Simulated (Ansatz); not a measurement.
Total density of states per atom from LDA in the plane-wave PAW code Ansatz, in 0.25 eV bins, energy from the valence-band maximum:

```tsv
E (eV)	states/eV/atom
-7.65	0.00
-7.40	0.72
-7.15	2.12
-6.90	0.33
-6.65	0.53
-6.40	0.34
-6.15	0.62
-5.90	0.54
-5.65	1.17
-5.40	1.08
-5.15	0.44
-4.90	0.19
-4.65	0.25
-4.40	1.85
-4.15	1.95
-3.90	2.08
-3.65	3.91
-3.40	2.91
-3.15	3.29
-2.90	2.63
-2.65	1.00
-2.40	1.04
-2.15	0.84
-1.90	0.85
-1.65	0.77
-1.40	0.36
-1.15	0.38
-0.90	0.97
-0.65	0.98
-0.40	0.41
-0.15	0.14
0.10	0.00
0.35	0.02
0.60	0.04
0.85	0.06
1.10	0.09
1.35	0.12
1.60	0.17
1.85	0.57
2.10	0.30
2.35	0.27
2.60	0.56
2.85	0.63
3.10	0.31
3.35	0.39
3.60	0.39
3.85	0.24
4.10	0.26
4.35	0.17
4.60	0.18
4.85	0.27
```

Which of these materials gives this?
A. HfO2, Pca2_1 (Hf on 4a, O on 4a, O on 4a)
B. Ag2O, Pn-3m (Ag on 4c, O on 2a)
C. LiH, rock salt
D. RbCl, rock salt

B, Ag2O, Pn-3m (Ag on 4c, O on 2a). Top 1 eV of the valence band: Ag 4d 53 %, O 2p 29 %, Ag 5s 16 %. Bottom 1 eV of the conduction band: Ag 4d 36 %, Ag 5s 30 %, O 2s 19 %, O 2p 13 %. Projections are on Löwdin-orthogonalised atomic valence shells; empty p or d shells of many metals are not among them.

The LDA relaxation kept the symmetry of its start. At this level the phase is mechanically unstable. No spin polarisation was allowed. Spin–orbit coupling is left out wherever it is not named.

Potentials: the later of the program's two PAW sets.
